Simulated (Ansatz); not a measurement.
# Relaxing an invented Hf3H8 structure

Computed with DFT PBE, scalar-relativistic, plane waves, PAW (Ansatz). Cutoff 420 eV, Gaussian smearing, Γ-centred meshes. Cell and atoms relax first on a coarse mesh and then on a finer one. In between, the cell is made exact in the group found at 0.06 Å. In metals the finer mesh still leaves noise of several meV/atom or more. The steps can't lower the symmetry of their start. No spin polarisation.

The cell of Hf3H8 is invented: random cell by space group and Wyckoff sites (Pm-3m, No. 221). Lengths were set from tabulated atomic sizes, so they are only a guess.

```xyz
11
Lattice="4.0713 0.0000 0.0000 0.0000 4.0713 0.0000 0.0000 0.0000 4.0713" Properties=species:S:1:pos:R:3 pbc="T T T"
Hf    2.0357    0.0000    0.0000
Hf    0.0000    2.0357    0.0000
Hf    0.0000    0.0000    2.0357
H     2.3720    2.3720    2.3720
H     1.6993    1.6993    2.3720
H     1.6993    2.3720    1.6993
H     2.3720    1.6993    1.6993
H     2.3720    2.3720    1.6993
H     1.6993    1.6993    1.6993
H     2.3720    1.6993    2.3720
H     1.6993    2.3720    2.3720
```

The zero of energy is the elements' standard structures at the same level (H₂ as a molecule); no fitted shifts are applied.

Task: Which structure results?

Result: The symmetry stays Pm-3m (No. 221). The volume per atom grows by 49.4 %, from 6.1 to 9.2 Å³. The shortest distance goes from 0.67 Å (H–H) to 2.03 Å (Hf–H). The energy falls by about 3.7 eV/atom (the start's value is from the coarse mesh). The end is written in a standard setting, so origin, axes and order of atoms can differ from the start's. Conventional cell: a = 4.654 Å. Hf has 8 H at 2.03 Å; around H lie 3 Hf at 2.03 Å and 6 H at 2.28–2.37 Å.

```
CELL_PARAMETERS angstrom
4.65428 0.00000 0.00000
0.00000 4.65428 0.00000
0.00000 0.00000 4.65428
ATOMIC_POSITIONS crystal
Hf 0.50000 0.00000 0.00000
Hf 0.00000 0.50000 0.00000
Hf 0.00000 0.00000 0.50000
H 0.74521 0.74521 0.74521
H 0.25479 0.25479 0.74521
H 0.25479 0.74521 0.25479
H 0.74521 0.25479 0.25479
H 0.74521 0.74521 0.25479
H 0.25479 0.25479 0.25479
H 0.74521 0.25479 0.74521
H 0.25479 0.74521 0.74521
```

Task: How does it come out in energy, and is it a metal?

Result: The energy over the elements is −0.35 eV/atom and the gap on the 8×8×8 mesh of the 11-atom cell is 0 eV (a metal).

A negative formation energy is needed for stability but isn't enough: competing phases decide.

The last run used Gaussian smearing of 0.10 eV. These runs have no spin–orbit coupling, which can matter for Hf. With hydrogen, zero-point motion can shift formation energies by some tens of meV/atom. A structure relaxed within its symmetry needn't be a true minimum. In all, the 3 runs took 97 s on 1 thread of Arm Neoverse V2 (shared host).
